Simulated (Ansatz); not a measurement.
MgTe (wurtzite)

```yaml
crystal:
  lattice:
    - [4.56094, 0.00000, 0.00000]
    - [-2.28047, 3.94989, 0.00000]
    - [0.00000, 0.00000, 7.41296]
  atoms:
    - { symbol: Mg, position: [0.66667, 0.33333, 0.00098] }
    - { symbol: Mg, position: [0.33333, 0.66667, 0.50098] }
    - { symbol: Te, position: [0.66667, 0.33333, 0.62422] }
    - { symbol: Te, position: [0.33333, 0.66667, 0.12422] }
```

The slice is a (0001) plane (indices of the conventional cell) through the point (0.667, 0.333, 0.001) (fractional), spanned by u = [110] and v = [1 -1 0] in vectors of this cell: u (4.56 Å) and v (7.90 Å, at 90° to u). It covers one period; positions are fractions (u, v).

Calculation: PBEsol (plane waves to 420 eV, PAW, scalar-relativistic; Ansatz, a quantum-chemistry and plane-wave program). k mesh 8×8×5. Near the nuclei the fields are pseudised (PAW); where an atom keeps semicore shells as valence, they peak there. MgTe was relaxed with its symmetry unable to fall. Spin-orbit coupling is left out, though Te is heavy.

### Question
Sketch the electrostatic potential energy of an electron, from the cell's mean on this plane as a map.

### Answer
```
v \ u   0.00   0.11   0.22  0.33   0.44   0.56  0.67   0.78   0.89
-----  -----  -----  -----  ----  -----  -----  ----  -----  -----
0.88       x   -2.8    1.3   3.6    4.5    4.5   3.6    1.3   -2.8
0.75   <-4.0   -2.5    2.3   4.0    4.1    4.1   4.0    2.3   -2.5
0.62       x  <-4.0    0.0  -0.7  <-4.0  <-4.0  -0.7    0.0  <-4.0
0.50     3.0    2.8   -0.3     x      x      x     x   -0.3    2.8
0.38     4.6    4.2    2.7  -0.6  <-4.0  <-4.0  -0.6    2.7    4.2
0.25     4.1    4.1    3.5   0.3  <-4.0  <-4.0   0.3    3.5    4.1
0.12       x   -2.9    0.5  -2.8  <-4.0  <-4.0  -2.8    0.5   -2.9
0.00       x      x  <-4.0   1.9    3.0    3.0   1.9  <-4.0      x
```

Values: electrostatic potential energy of an electron, from the cell's mean, in eV. Points within 1 Å of a nucleus are blanked (x), as the pseudised field means little there. Values under -4 eV are set to -4. The zero, the cell's mean, hangs on the PAW cores.
